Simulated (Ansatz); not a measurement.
MnIr:
```
MnIr
1.0
    3.87567     0.00000     0.00000
    0.00000     3.87567     0.00000
    0.00000     0.00000     3.61454
Mn Ir
2 2
Direct
  0.00000   0.00000   0.00000
  0.50000   0.50000   0.00000
  0.50000   0.00000   0.50000
  0.00000   0.50000   0.50000
```
The run is spin-polarised; directions of the spins, atom by atom: ↑ ↓ 0 0.

Relaxed with r²SCAN. Special points in fractions of this cell's reciprocal vectors: Γ (0.000, 0.000, 0.000); X (0.000, 0.500, 0.000); M (0.500, 0.500, 0.000); Z (0.000, 0.000, 0.500); R (0.000, 0.500, 0.500); A (0.500, 0.500, 0.500).

Question: List the band energies nearest the Fermi level at these points for plane-wave PAW r²SCAN (Ansatz code).

Answer: In eV from the Fermi level; about four levels below and three above (degenerate sets whole), none deeper than 8.9 eV; points with the same levels are listed once.

```csv
k,below,above
Γ ↑,-2.65 -2.65 -2.56 -1.42 -1.12,0.66 0.71 0.71
X ↑,-1.92 -1.83 -1.63 -1.12,0.63 1.12 1.41
M ↑,-1.95 -1.95 -1.57 -0.95 -0.38,0.86 0.86 1.48
Z ↑,-1.83 -1.38 -1.38 -0.75,0.31 0.43 0.43
R ↑,-1.72 -1.44 -1.41 -1.25,1.39 1.68 1.92
A ↑,-0.53 -0.53 -0.29 -0.12,0.51 0.51 0.72
```

Space group P4/mmm (L1₀ or tetragonal B2). The start of the workflow was typed in or built on a structure type; the Crystallography Open Database files this formula in space group No. 123, but the cells were not matched. Whether it is the stable phase at ambient conditions was not checked. The cell was relaxed with r²SCAN under the symmetry of its start, as lowered by the spin order; whether a distortion lowers the energy is not shown. The final state is antiferromagnetic, chosen from 5 collinear starts compared on coarse meshes (ties went to the first, and starts can fall back to one state), not a proven ground state. Other orbital occupations within this spin state were not tried. Point labels and valley counts follow the cell and symmetry of the run, lower than the named group. Spin–orbit coupling is left out wherever it is not named.

Potentials: the earlier of the program's two PAW sets. The files were generated under PBE; for other functionals the program regenerates the frozen cores, and for LDA and PBEsol the local potential too.
